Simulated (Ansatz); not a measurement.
**Y₂Zn₃N₄ — 67Zn nuclear quadrupole resonance**

Cell: a Materials Project structure (computed, not necessarily an observed phase).

Space group C2/c (No. 15); a = 11.6055, b = 7.1792, c = 6.3457 Å, β = 91.72°.

| site | Wyckoff | site symmetry | x | y | z |
| --- | --- | --- | --- | --- | --- |
| Y | 8f | 1 | 0.3581 | 0.8720 | 0.6416 |
| Zn5 | 8f | 1 | 0.1524 | 0.9159 | 0.0300 |
| Zn9 | 4e | 2 | 0.5000 | 0.2391 | 0.7500 |
| N11 | 8f | 1 | 0.2334 | 0.9206 | 0.3319 |
| N15 | 8f | 1 | 0.4506 | 0.8015 | 0.9758 |

One atom of each set is listed; the run and its k-mesh use a cell of 18 atoms with edges of 6.82, 6.82, 6.35 Å.

Method: Kohn–Sham DFT in Ansatz, r2SCAN, plane waves and PAW, scalar-relativistic, 500 eV cutoff, Γ-centred 5×5×5 k-points, Fermi–Dirac smearing 0.02 eV.

67Zn: I = 5/2, Q = 122.0 mb (year-2017 value). Static lattice, zero field.

Sites with a gradient: Zn5 (4 atoms; 3 N at 1.97–2.11 Å); Zn9 (2 atoms; 2 N at 1.84 Å, angle 162°).

(1) The simulated spectrum has lines at 8.81, 9.39, 13.2, 18.8 MHz. Sort them into the sets that belong together, and say which site each set most likely comes from.

Results:

(1) For I = 5/2 and η = 0 the lines are 3|C_Q|/20 and twice that; η pulls their ratio below 2. Zn5: 8.81, 13.2 MHz (|C_Q| = 46.2 MHz, η = 0.53). Zn9: 9.39, 18.8 MHz (|C_Q| = 62.5 MHz, η = 0.03).

The sites follow from the calculation. At Zn5 V_zz stands upright on the plane through its three neighbours (within 1°). At Zn9 V_zz points along the line of its two bonds (within 2°). Like point charges on the first shell alone (each adding as 1/d³) would give the same order.

At this cell the principal stresses reach 6 GPa in size with r2SCAN, which can matter for small gradients. The largest force is 0.4 eV/Å, so the atoms aren't at the calculated equilibrium and relaxing them would move these values. With these PAW files V_zz is typically within 2 to 3 % of all-electron values, but misses above 10 % occur on Zn.

The run took 6.6 min of wall time (6.6 min of CPU time) and 1.5 GiB at its peak, on 1 thread of Arm Neoverse N1 (aarch64; 8 cores open to the job, memory cap 2.5 GiB, no GPU), a shared host with a load of 0.7 a core.
